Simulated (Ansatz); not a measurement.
**Relaxing a structure of SiAs**

The relaxed structure here is a generated cell of SiAs: the first start was made by a random draw of sites in a space group, and the end was not matched to a known phase here, so it may be hypothetical.

The start is a randomly generated symmetric cell of SiAs (space group No. 27). A full variable-cell relaxation at zero pressure is run with PBEsol (plane waves to 420 eV, PAW, scalar-relativistic; Ansatz, a quantum-chemistry and plane-wave program). The first steps use a coarse 4×4×4 k-mesh.

The start:
```yaml
crystal:
  lattice:
    - [6.01168, 0.00000, 0.00000]
    - [0.00000, 6.35479, 0.00000]
    - [0.00000, 0.00000, 5.42945]
  atoms:
    - { symbol: As, position: [0.14846, 0.53478, 0.78701] }
    - { symbol: As, position: [0.85154, 0.46522, 0.78701] }
    - { symbol: As, position: [0.85154, 0.53478, 0.28701] }
    - { symbol: As, position: [0.14846, 0.46522, 0.28701] }
    - { symbol: Si, position: [0.90631, 0.74769, 0.95505] }
    - { symbol: Si, position: [0.09369, 0.25231, 0.95505] }
    - { symbol: Si, position: [0.09369, 0.74769, 0.45505] }
    - { symbol: Si, position: [0.90631, 0.25231, 0.45505] }
```

Question: How large is the pressure on the unrelaxed cell, and of which sign?

Answer: +46 GPa (positive: the cell is compressed).

Question: Which atoms feel the largest initial force, and how large is it?

Answer: About 22.1 eV/Å, on As1, As2, As3, As4 (atoms numbered as listed).

Question: What symmetry does the relaxed structure have?

Answer: The space group goes from Pcc2 (No. 27) to Aem2 (No. 39), with 4 atoms in the primitive cell.

Question: How much energy is released per atom?

Answer: 2.47 to 2.49 eV/atom (the two k-meshes of the run give this range).

Question: How does the volume per atom move from start to end?

Answer: -26.5 %, from 25.93 to 19.05 Å³/atom.

Question: How do the shortest distances between atoms change?

Answer: The closest pairs of elements (up to four, under 3.6 Å), start → end: As–As 1.84 → 2.93 Å; As–Si 2.04 → 2.40 Å; Si–Si 2.94 → 2.55 Å.

Question: What band gap does the relaxed structure have at this level?

Answer: No gap (metallic).

Question: Write out the relaxed structure.

Answer: 
Space group Aem2 (No. 39); a = 6.6804 Å, b = 3.5343 Å, c = 6.4538 Å, α = β = γ = 90.00°

| atom | site | symmetry | x | y | z |
|---|---|---|---|---|---|
| As | 4c | .m. | 0.6749 | 0.2500 | 0.2200 |
| Si | 4c | .m. | 0.1374 | 0.2500 | 0.0379 |
(The calculation used a cell of 4 atoms; values per cell refer to that cell.)

Final values are on a 7×15×15 k-mesh of the relaxed cell. No spin polarisation in the result.

The run could not lose the symmetry of its start; a randomly shaken copy of 8 atoms returns to this structure.
